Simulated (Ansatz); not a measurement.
Values for one crystal, relaxed and computed with plane-wave PAW r²SCAN (Ansatz code); other levels are named.

```yaml
volume_per_atom: 7.82 Å³
electronic_character: metallic (no gap)
hill_bulk_and_shear_moduli: 125 and 115 GPa
Pressure derivative B′: 3.4
Elastic constants (relaxed ions, GPa): C11 = 184, C12 = 94.7, C44 = 213
mechanical_stability: stable (all eigenvalues of C positive)
Bulk modulus (Birch–Murnaghan fit): 1250 kbar
```

Task: Which compound is it?
(A) Sn, Pm-3m (Sn on 1b)
(B) Ag, simple cubic
(C) Be, bcc (W type)
(D) Sm, fcc (Cu type)

Result: C, Be, bcc (W type)

Space group Im-3m (bcc (W type)). The workflow started from a Materials Project entry (that database holds measured and hypothetical structures alike); the Crystallography Open Database copy checked does not list it. It is not the phase usual at ambient conditions (space group No. 194). The r²SCAN relaxation kept the symmetry of its start; its stability against distortions is not shown here. As this level gives no gap, shear constants depend on the k-mesh and smearing (Fermi–Dirac, 0.1 eV here).

Potentials: the later of the program's two PAW sets.
